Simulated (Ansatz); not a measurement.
TiO$_{2}$:
```
TiO2
1.0
    5.11953     0.00000     0.00000
    0.00000     9.16718     0.00000
    0.00000     0.00000     5.43913
Ti O
8 16
Cartesian
  0.70684   1.18169   4.92041
  3.26660   3.40190   0.51872
  4.41269   5.76528   3.23828
  1.85293   7.98549   2.20085
  4.41269   7.98549   0.51872
  1.85293   5.76528   4.92041
  0.70684   3.40190   2.20085
  3.26660   1.18169   3.23828
  4.17634   0.09436   4.63167
  1.61658   4.48923   0.80746
  0.94318   4.67795   3.52702
  3.50295   9.07282   1.91211
  0.94318   9.07282   0.80746
  3.50295   4.67795   4.63167
  4.17634   4.48923   1.91211
  1.61658   0.09436   3.52702
  2.37878   2.10839   4.84541
  4.93855   2.47520   0.59372
  2.74075   6.69198   3.31328
  0.18098   7.05879   2.12585
  2.74075   7.05879   0.59372
  0.18098   6.69198   4.84541
  2.37878   2.47520   2.12585
  4.93855   2.10839   3.31328
```

Relaxed with PBEsol. 

HSE06 on this cell (Ansatz, a first-principles code, PAW) gives a gap of 3.88 eV. What does PBEsol give?

2.34 eV.

Cost on shared cores: the PBEsol run (SCF on a 6×3×5 mesh, then bands and DOS) very roughly 6 core-minutes, the HSE06 run (SCF on 3×2×3, then a few points) roughly 17 core-minutes; the tasks are unlike.

Space group Pbca. The cell was relaxed with PBEsol under the symmetry of its start. No spin polarisation was allowed.

Potentials: the later of the program's two PAW sets.

Ansatz is a plane-wave DFT program.
